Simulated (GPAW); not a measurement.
Ti3As: energy against volume and a worked fit

```cif
data_structure
_symmetry_space_group_name_H-M 'P 1'
_symmetry_Int_Tables_number 1
_cell_length_a 5.0218
_cell_length_b 5.0218
_cell_length_c 5.0218
_cell_angle_alpha 90.000
_cell_angle_beta 90.000
_cell_angle_gamma 90.000
_cell_volume 126.64
loop_
_atom_site_label
_atom_site_type_symbol
_atom_site_fract_x
_atom_site_fract_y
_atom_site_fract_z
_atom_site_occupancy
As1 As 0.00000 0.00000 0.00000 1
As2 As 0.50000 0.50000 0.50000 1
Ti1 Ti 0.00000 0.50000 0.75000 1
Ti2 Ti 0.00000 0.50000 0.25000 1
Ti3 Ti 0.75000 0.00000 0.50000 1
Ti4 Ti 0.25000 0.00000 0.50000 1
Ti5 Ti 0.50000 0.75000 0.00000 1
Ti6 Ti 0.50000 0.25000 0.00000 1
```

The cell comes from a database or a generator and needn't be the stable form of this composition.

The cell was scaled at fixed shape and fractions and run with GPAW, PAW data sets generated for this functional, cutoff 600 eV; PBEsol, k mesh 6 × 6 × 6 on the cell of 8 atoms, fermi-dirac occupations of 0.05 eV, no spin polarisation, no spin-orbit coupling. Energies are those that the program minimises, any entropy of the smearing included. For a metal such a mesh isn't converged to the digits shown.

| V (Å³/atom) | energy over the lowest row (meV/atom) |
| --- | --- |
| 14.8801 | 5.02 |
| 15.1967 | 0.00 |
| 15.5133 | 0.75 |
| 15.8299 | 6.90 |
| 16.1465 | ? |
| 16.4631 | 32.84 |
| 16.7797 | 51.81 |

Fit the third-order Birch-Murnaghan form, give V0, B0 and B′, and predict the energy left open.

With y = (V0/V)^(2/3), E = E0 + (9 V0 B0/16) [(y - 1)³ B′ + (y - 1)² (6 - 4y)]. Least squares through the rows shown give V0 = 15.3076 Å³/atom, E0 = -0.38 meV, B0 = 138.2 GPa (1 eV/Å³ = 160.218 GPa) and B′ = 4.12, with a largest miss of 0.04 meV. At V = 16.1465 the form with these constants gives 17.72 meV; the run gave 17.73 meV an atom.
